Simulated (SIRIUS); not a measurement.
## Checks by hand on Al2Ru (Fddd, 6 atoms in the cell; from Materials Project mp-10910)

```
Al2Ru
1.0
    0.00000     3.98983     4.39152
    2.35248     0.00000     4.39152
    2.35248     3.98983     0.00000
Al Ru
4 2
Direct
  0.07906   0.42094   0.07906
  0.42094   0.07906   0.42094
  0.17094   0.82906   0.17094
  0.82906   0.17094   0.82906
  0.75000   0.75000   0.75000
  0.50000   0.50000   0.50000
```

Method: PBEsol, GBRV PBEsol ultrasoft pseudopotentials (plane waves; SIRIUS).

Main settings: parameters.ngridk = 5 5 5; parameters.xc_functionals = [XC_GGA_X_PBE_SOL, XC_GGA_C_PBE_SOL]; parameters.gk_cutoff = 6.325 1/bohr; parameters.pw_cutoff = 14.143 1/bohr; parameters.shiftk = 1 1 1; parameters.smearing = fermi_dirac; parameters.smearing_width = 0.00367493 Ha; potentials = GBRV PBEsol ultrasoft pseudopotentials.

The structure comes from a collection of computed structures, made at another level of theory; the collection holds predicted forms beside known ones.

The cell holds 556.3 bohr³ and the plane-wave cutoff is 40.0 Ry.

Q: How many plane waves does a k-point need, and how does the count grow with the cutoff?

A: In Rydberg units |k + G|² ≤ E, a sphere of radius √40.0 = 6.325 bohr⁻¹. Each G takes (2π)³/V of reciprocal space, so N = V E^(3/2)/(6π²) = 556.3 × 253.0/59.218 = 2377. The program's largest count at a k-point is 2389; single k-points scatter about the estimate. The count grows as E^(3/2): 20 % more cutoff means 31 % more plane waves.

The cell was also run at V = 81.613 Å³ (F = -5652.50551 eV, P = 1.15 GPa) and V = 83.262 Å³ (F = -5652.49874 eV, P = -2.43 GPa), scaled uniformly; the base has V = 82.438 Å³, P = -0.69 GPa and F₀ = -5652.50672 eV.

Q: Check the pressure against the energies, and estimate the bulk modulus and the volume of zero pressure.

A: P = −dF/dV ≈ −(0.00677 eV)/(1.649 Å³) = -0.00411 eV/Å³; times 160.218 GPa per eV/Å³ this is -0.66 GPa, against -0.69 GPa from the stress tensor. B = −V dP/dV ≈ −82.438 × (-3.58 GPa)/(1.649 Å³) = 179 GPa at this volume. The curvature of the energies, B = V (F₊ + F₋ − 2F₀)/(ΔV/2)², gives 179 GPa. To first order the pressure vanishes at V0 ≈ V(1 + P/B) = 82.12 Å³, so all lengths change by about -0.13 %. Shape and fractional positions were held, which usually makes B too large where they are free.
